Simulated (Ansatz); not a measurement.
A generator proposed this cell of Si₂Ge₃.

```
Si Ge
1.0
     2.90483    0.00000    0.00000
    -1.45241    2.51565    0.00000
     0.00000    0.00000   24.15184
Si Ge
4 6
Direct
  0.66667 0.33333 0.15000
  0.66667 0.33333 0.55000
  0.33333 0.66667 0.85000
  0.33333 0.66667 0.45000
  0.66667 0.33333 0.95000
  0.66667 0.33333 0.35000
  0.66667 0.33333 0.75000
  0.33333 0.66667 0.05000
  0.33333 0.66667 0.25000
  0.33333 0.66667 0.65000
```

All numbers below come from DFT PBE, scalar-relativistic, plane waves, PAW in Ansatz 0.2.0. Cutoff 420 eV; k points 6×6×1 on the computed 10-atom cell (Γ-centred); Gaussian smearing, width 0.10 eV; no spin polarisation.

The zero of energy is the elements' standard structures at the same level; no fitted shifts are applied.

Task: What does a single point on this coarse mesh give?

Result: The pressure is 0.4 GPa (the mean over three directions, positive in compression), the largest force is 0.36 eV/Å, and the energy is +0.53 eV/atom against the elements. The shortest distance is 2.90 Å.

Task: Is it a good guess?

Result: A good one: relaxing gains under 0.1 eV/atom (the start's value is from the coarse mesh, so the gain is rough) in 10 ionic steps and ends at +0.44 eV/atom on the finer mesh. The symmetry stays P-3m1 (No. 164). The volume per atom stays near 17.6 Å³. The shortest distance goes from 2.90 Å (Ge–Ge and Si–Si) to 2.68 Å (Si–Si). Conventional cell: a = 2.948 Å, c = 23.337 Å. Si on its first site is surrounded by 6 Ge at 2.80–2.81 Å and 6 Si at 2.95 Å; Si on its second site is surrounded by 3 Si at 2.68 Å, 3 Ge at 2.86 Å and 6 Si at 2.95 Å; around Ge on its first site lie 3 Si at 2.80 Å and 9 Ge at 2.95–3.10 Å; 2 more sites not described.

The last run used a 12×12×2 mesh (in the run's order of axes) for its 10-atom cell and Gaussian smearing of 0.10 eV. Weakly bound directions are ill-defined at this level, which has no dispersion term. The relaxation can't lower the symmetry of the start, and the grade says only how near the guess is to its own end. Symmetry constrained the relaxation, so the result can be a saddle point. Another cell of Si2Ge3 relaxed alike, in P6/mmm, lies 135 meV/atom lower, so this cell isn't the stable form at this level.
